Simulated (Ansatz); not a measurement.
ZnCu2GeS4:
```yaml
crystal:
  lattice:
    - [-2.63352, 2.63352, 5.24167]
    - [2.63352, -2.63352, 5.24167]
    - [2.63352, 2.63352, -5.24167]
  atoms:
    - { symbol: Cu, position: [0.00000, 0.00000, 0.00000] }
    - { symbol: Cu, position: [0.75000, 0.25000, 0.50000] }
    - { symbol: Zn, position: [0.25000, 0.75000, 0.50000] }
    - { symbol: Ge, position: [0.50000, 0.50000, 0.00000] }
    - { symbol: S, position: [0.63044, 0.62067, 0.49846] }
    - { symbol: S, position: [0.12222, 0.13199, 0.50154] }
    - { symbol: S, position: [0.37933, 0.87778, 0.00977] }
    - { symbol: S, position: [0.86801, 0.36956, 0.99023] }
```

This is the PBEsol-relaxed structure.

Question: All from plane-wave PAW PBEsol (Ansatz code), unless another level is named. Predict the weight of the valence-edge state by species (Voronoi cells).

Answer: Cu 49 %, S 46 %, Ge 3 %, Zn 3 %.

Question: And the weight of the conduction-edge state by species (Voronoi cells)?

Answer: S 50 %, Cu 22 %, Ge 18 %, Zn 9 %.

Question: And the valence-band maximum?

Answer: at Γ.

Space group I-4. The PBEsol relaxation kept the symmetry of its start. The run is not spin-polarised. Spin–orbit coupling is left out wherever it is not named.

Potentials: the later of the program's two PAW sets.
